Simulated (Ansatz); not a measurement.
The end point of a relaxation of LiH. Space group Fm-3m (No. 225), rock salt type. All values below come from PBEsol (plane waves to 420 eV, PAW, scalar-relativistic; Ansatz, an electronic-structure program).

```cif
data_HLi
_chemical_formula_sum 'H1 Li1'
_space_group_name_H-M_alt 'P 1'
_space_group_IT_number 1
_cell_length_a 2.81422
_cell_length_b 2.81422
_cell_length_c 2.81422
_cell_angle_alpha 60.000
_cell_angle_beta 60.000
_cell_angle_gamma 60.000
loop_
_space_group_symop_operation_xyz
  'x, y, z'
loop_
_atom_site_label
_atom_site_type_symbol
_atom_site_fract_x
_atom_site_fract_y
_atom_site_fract_z
_atom_site_occupancy
H1 H 0.00000 0.00000 0.00000 1
Li1 Li 0.50000 0.50000 0.50000 1
```

**Question.** Give the band gap at the level PBEsol.

**Answer.** 2.73 eV, direct at X (no spin-orbit coupling).

No spin polarisation in the result.

Measured for LiH: gap 4.99 eV (as listed in M. J. van Setten et al., Physical Review B (2007)). Computed minus measured — gap: PBEsol -2.26 eV. The computed values are for a static lattice, and a measured gap can be an optical one, lowered by exciton binding.

The run could not lose the symmetry of its start; a randomly shaken copy of 2 atoms returns to this structure.

All atoms sit on sites fixed by symmetry, so only the cell could relax.
